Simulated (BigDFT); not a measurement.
# Sensitivity of a calculation on Ge(OH)2(OMe)2 (C₂H₈GeO₄) to its settings

```xyz
15

C     -2.2715    -0.7248     0.6805
O     -0.8674    -0.6182     0.5006
Ge    -0.0394     0.5856    -0.4505
O     -0.0571     0.1724    -2.1441
O     -0.7773     2.1233    -0.3192
O      1.5953     0.7295     0.1290
C      2.4524    -0.3219     0.5451
H     -2.7689    -1.0030    -0.2503
H     -2.4162    -1.5092     1.4217
H     -2.6955     0.2107     1.0430
H      0.0895    -0.7438    -2.3722
H     -0.3119     2.8380    -0.7495
H      3.3999     0.1469     0.8139
H      2.0432    -0.8437     1.4100
H      2.6252    -1.0418    -0.2579
```
Charge 0, spin multiplicity 1.

Base run A: PBE, Daubechies wavelet basis, HGH (Krack) norm-conserving potentials made for PBE, isolated boundary conditions in BigDFT, self-consistent single point.

Its settings: basis = Daubechies wavelets; dft.hgrids = 0.33 bohr; dft.rmult = 5 8; dft.ixc = PBE; potentials = built-in HGH-K PBE; boundary_conditions = free; dft.gnrm_cv = 1e-05; dft.itermax = 80; dft.idsx = 6; dft.nrepmax = 3.

The grid can part forces that symmetry would make equal. Forces above 1 eV/Å remain at this geometry. The geometry comes from a cheaper method or was typed, in some cases with atoms then moved at random; it is not relaxed at this level, and the species need not be a known compound. A coarse multiplier of 5 or less cuts the tails of heavy atoms' orbitals, which raises levels.

These are the values that this program gave, and no reference: the built-in potentials of some of these elements keep semicore shells in the core, which can shift energies, forces and lattice constants.

Run A gave: largest force (eV/Å) 1.364; basis size 240488.

Runs:
- B: dft.ixc: PBE → 1; pseudopotentials: built-in HGH-K PBE → built-in HGH-K LDA [LDA (Teter-Pade), isolated boundary conditions]
- C: dft.ixc: PBE → -106131; psppar.Pseudopotential XC: default → 11 [BLYP, isolated boundary conditions]

What does run C change against A?

The largest force goes from 1.364 to 1.278 eV/Å.

What does run B change against A?

The largest force goes from 1.364 to 1.004 eV/Å.

```tsv
run	largest force (eV/Å)	basis size
A	1.364	240488
B	1.004	250757
C	1.278	240488
```

Some of these runs use potentials made for another functional than their own.
